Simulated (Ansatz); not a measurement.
Ge (diamond)

The computed numbers are results of PBEsol, scalar-relativistic (no spin polarisation) in the plane-wave PAW code Ansatz at 420 eV, 14×14×14 k-mesh, Gaussian smearing of 0.05 eV; PAW files: Ansatz's generated set soft_2.

```cif
data_structure
_symmetry_space_group_name_H-M 'P 1'
_symmetry_Int_Tables_number 1
_cell_length_a 4.0133
_cell_length_b 4.0133
_cell_length_c 4.0133
_cell_angle_alpha 60.000
_cell_angle_beta 60.000
_cell_angle_gamma 60.000
_cell_volume 45.71
loop_
_atom_site_label
_atom_site_type_symbol
_atom_site_fract_x
_atom_site_fract_y
_atom_site_fract_z
_atom_site_occupancy
Ge1 Ge 0.50000 0.50000 0.50000 1
Ge2 Ge 0.75000 0.75000 0.75000 1
```

The cell is relaxed to zero pressure at this level.

Path: Γ–X–U | K–Γ–L–W–X, with Γ = (0.000, 0.000, 0.000), X = (0.500, 0.000, 0.500), U = (0.625, 0.250, 0.625), K = (0.375, 0.375, 0.750), L = (0.500, 0.500, 0.500), W = (0.500, 0.250, 0.750) in reciprocal vectors of the calculation's cell.

Question: Is it a metal or an insulator, and if it has a gap, where are the band edges on this path?

Answer: A semimetal or zero-gap crystal: the filled and empty bands only touch or barely overlap.

Levels between -6 and 2 eV from the Fermi level at the path's named points:
| point | below E_F (eV) | above E_F (eV) |
| --- | --- | --- |
| Γ | -0.12 -0.01 -0.01 -0.01 |  |
| X | -3.07 -3.07 | 0.66 0.66 |
| U and K | -4.33 -2.63 | 1.07 |
| L | -1.41 -1.41 | 0.07 |
| W | -3.90 -3.90 |  |

**What was measured.** “Electronic and optical properties of SixGe1-x-ySny alloys lattice-matched to Ge”, 2021, arxiv:2109.02782 reports, for a bulk crystal of Ge at 300 K: band gap 0.807 eV (direct).

**Against experiment.** A measured gap of Ge is 0.807 eV (direct; 300 K; “Electronic and optical properties of SixGe1-x-ySny alloys lattice-matched to Ge”, 2021, arxiv:2109.02782); the calculated 0.00 eV misses it by -0.81 eV. 3 values of this kind are on record (0.666 to 0.807 eV); this one was drawn at random among those near their median. Kohn–Sham gaps of semilocal functionals mostly fall below measured ones. Temperature and excitons aren't in the calculation.

At this volume the filled and empty bands only touch, so this is a zero-gap semimetal rather than a metal, and a semilocal functional can cause such a touching.
